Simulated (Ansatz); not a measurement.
NbN (rock salt)

```xyz
2
Lattice="0.0000 2.2106 2.2106 2.2106 0.0000 2.2106 2.2106 2.2106 0.0000" Properties=species:S:1:pos:R:3 pbc="T T T"
N      0.0000     0.0000     0.0000
Nb     2.2106     2.2106     2.2106
```

The slice is a {110} plane (indices of the conventional cell) through the point (0.000, 0.000, 0.000) (fractional), spanned by u = [100] and v = [1 -1 -1] in vectors of this cell: u (3.13 Å) and v (4.42 Å, at 90° to u). It covers one period; positions are fractions (u, v).

These are PBE (plane waves to 420 eV, PAW, scalar-relativistic; Ansatz, a first-principles code) values and carry that method's errors. k mesh 18×18×18. These are valence fields of a PAW run, semicore shells included where kept as valence: close to a nucleus they are smooth pseudo fields. NbN is run without spin polarisation. NbN was relaxed with its symmetry unable to fall. The PAW data are Ansatz's earlier set. This is a high-temperature form of NbN.

**Question.** What is the valence density on the shortest N–Nb line in this plane (2.21 Å), at its minimum between the atoms?

**Answer.** 0.53 e/Å³.

**Question.** What is the ELF at the density minimum of the shortest N–Nb line in this plane (2.21 Å)?

**Answer.** 0.2.

**Question.** Sketch the electrostatic potential energy of an electron, from the cell's mean on this plane as a map.

**Answer.** 
```tsv
v \ u	0.00	0.09	0.17	0.26	0.35	0.43	0.52	0.61	0.70	0.78	0.87	0.96
0.88	x	x	x	11.7	12.5	12.1	12.0	12.3	12.4	x	x	x
0.75	<5.0	<5.0	7.4	10.2	12.0	12.9	13.0	12.5	11.2	8.9	5.8	<5.0
0.62	x	x	x	<5.0	7.1	11.2	11.9	9.6	<5.0	x	x	x
0.50	x	x	x	x	<5.0	9.5	10.7	7.0	<5.0	x	x	x
0.38	x	x	x	<5.0	7.1	11.2	11.9	9.6	<5.0	x	x	x
0.25	<5.0	<5.0	7.4	10.2	12.0	12.9	13.0	12.5	11.2	8.9	5.8	<5.0
0.12	x	x	x	11.7	12.5	12.1	12.0	12.3	12.4	x	x	x
0.00	x	x	x	x	11.2	11.0	10.8	11.3	11.0	x	x	x
```

Values: electrostatic potential energy of an electron, from the cell's mean, in eV. Points within 0.9 Å of a nucleus are blanked (x), as the pseudised field means little there. Values under 5 eV are set to 5. The zero, the cell's mean, hangs on the PAW cores.
